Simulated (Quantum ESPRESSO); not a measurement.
Zn6AlSe2S5Cl, convergence and cost over cutoff and k mesh

A calculation, not a measurement. The program is pw.x of Quantum ESPRESSO 7.5 (plane-wave density functional theory). The cell is made up: 15 atoms on a doubled zincblende/diamond lattice with one site empty, with randomly drawn elements, strain and displacements, not relaxed. PseudoDojo standard norm-conserving files (v0.5 for PBE, v0.4.1 for LDA and PBEsol) set the functional; there is no spin polarisation, spin-orbit coupling or dispersion term, and the masses in the input are unused placeholders.

Input of the run in row 4:

```
&control calculation='scf', pseudo_dir='./dojo.nc.sr.pbe.v0_5.standard.upf', outdir='./o', disk_io='low', tprnfor=.true., tstress=.true. /
&system ibrav=0, nat=15, ntyp=5, nbnd=102, ecutwfc=85.99341389, nosym=.true., tot_charge=0,
 occupations='smearing', smearing='fd', degauss=0.0018374661
/
&electrons conv_thr=7.350e-09, electron_maxstep=60, /
ATOMIC_SPECIES
Al 1.0 Al.upf
Cl 1.0 Cl.upf
S 1.0 S.upf
Se 1.0 Se.upf
Zn 1.0 Zn.upf
CELL_PARAMETERS angstrom
5.4374 -0.0417 -0.0737
-0.0417 5.397 0.0013
-0.1474 0.0025 11.1307
ATOMIC_POSITIONS angstrom
Zn 0.0476 -0.0586 -0.0315
Zn -0.2074 2.6246 2.6754
Zn 2.5877 0.0311 2.7773
Zn 2.6042 2.6388 -0.0283
Al 0.0071 -0.153 5.7206
Zn -0.2 2.5286 8.3233
Zn 2.5508 2.652 5.5708
Se 1.3451 1.3815 1.4092
S 1.4292 4.0006 4.2282
S 3.8888 1.2231 3.9786
S 3.9334 4.1223 1.5087
S 1.2849 1.2066 6.9454
Cl 1.2283 4.2656 9.7082
Se 3.8321 1.2529 9.6106
S 3.9426 3.9439 7.05
K_POINTS automatic
4 4 2 1 1 1
```

The same cell was run at these settings. Meshes are shifted by half a step, and differences are from the last row, which is itself not exact.

| cutoff (eV) | k mesh | k points solved | threshold (eV) | free energy less the last row's (eV) | pressure (GPa) | largest stress difference (GPa) | largest force difference (eV/Å) | iterations | wall time (s) | k-point pools | processor |
| --- | --- | --- | --- | --- | --- | --- | --- | --- | --- | --- | --- |
| 819 | 2 x 2 x 2 | 4 | 1e-04 | 8.060 | -37.33 | 39.02 | 0.042 | 8 | 51 | 4 | Intel Xeon, 2023 or later |
| 1170 | 2 x 2 x 2 | 4 | 1e-07 | 0.100 | 1.63 | 0.21 | 0.019 | 12 | 149 | 4 | Intel Xeon, 2023 or later |
| 789 | 4 x 4 x 2 | 16 | 1e-07 | 13.557 | -58.50 | 60.16 | 0.044 | 12 | 201 | 4 | Intel Xeon, 2023 or later |
| 1170 | 4 x 4 x 2 | 16 | 1e-07 | 0.003 | 1.52 | 0.00 | 0.001 | 12 | 362 | 4 | Intel Xeon, 2023 or later |
| 1467 | 6 x 6 x 4 | 72 | 1e-07 | 0.000 | 1.52 | 0.00 | 0.000 | 12 | 1900 | 4 | Intel Xeon, 2023 or later |

Each pool is one process. Wall times include start-up and a band step at six k points, which weighs most on the coarsest meshes. The runs were on shared virtual cores whose load varied, so times are rough.